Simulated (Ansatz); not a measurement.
# Zone-centre modes in W3O

The calculation used Ansatz, DFT PBEsol, scalar-relativistic, plane waves, PAW. The runs took a 420 eV cutoff, a Γ-centred 8×8×8 mesh and Gaussian smearing (0.15 eV). Spin–orbit coupling is left out, which can shift energies with elements as heavy as these. No spin polarisation.

Reference structure (relaxed at this level; it needn't be the usual structure):

```
W O
1.0
     4.83135    0.00000    0.00000
     0.00000    4.83135    0.00000
     0.00000    0.00000    4.83135
W O
6 2
Direct
  0.50000 0.75000 0.00000
  0.00000 0.50000 0.75000
  0.25000 0.00000 0.50000
  0.50000 0.25000 0.00000
  0.00000 0.50000 0.25000
  0.75000 0.00000 0.50000
  0.50000 0.50000 0.50000
  0.00000 0.00000 0.00000
```

Harmonic modes by finite displacements of 0.02 Å, without the LO–TO term.

**Question.** At this geometry, is the structure stable against these modes?

**Answer.** No: 12 modes are unstable, the strongest at 297i cm⁻¹.

**Question.** List the wavenumbers in cm⁻¹.

**Answer.** 297i, 297i, 297i, 279i, 279i, 279i, 56i, 56i, 56i, 50i, 50i, 50i, 0, 0, 0, 53, 53, 53, 119, 119, 119, 240, 256, 256.

Cost: 1 run of about 3.1 core-minutes, on Intel Xeon Processor @ 2.70GHz (shared hosts).